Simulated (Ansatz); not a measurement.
KSb2 in space group C2/m (No. 12; K on 4i, Sb on 4i, Sb on 4i), DFT-r²SCAN in the program Ansatz with PAW potentials. The conduction-band minimum lies at Y2, with 1 equivalent valley. Second derivatives d²E/dk² of the lowest band at one valley (eV·Å²), along Cartesian directions:

```
direction  d²E/dk²
---------  -------
[100]        30.48
[010]        95.38
[001]        6.669
[110]        62.95
[101]        20.18
[011]        51.15
```

Problem. Find the principal effective masses, the density-of-states mass and the conductivity mass.

Solution. Off-diagonal terms follow from H_xy = H[110] − (H_xx + H_yy)/2, and m*/mₑ = 7.620 eV·Å² over each eigenvalue: 0.080, 0.25, 1.2. One valley's DOS mass (m₁m₂m₃)^(1/3) = 0.28, conductivity mass 3/(Σ 1/mᵢ) = 0.17 mₑ.

Problem. What effective density of states Nc follows at 300 K for parabolic valleys?

Solution. Nc = 2.509e19 × 1 × (0.28)^(3/2) ≈ 3.7e18 cm⁻³.

The workflow started from a Materials Project entry (that database holds measured and hypothetical structures alike); the Crystallography Open Database copy checked does not list it. Whether it is the stable phase at ambient conditions was not checked. The cell was relaxed with r²SCAN under the symmetry of its start; its stability against distortions is not shown here. Spin–orbit coupling is left out wherever it is not named.

Potentials: the later of the program's two PAW sets.

Edges and masses are those of Kohn–Sham bands, whose gap is no quasiparticle gap.
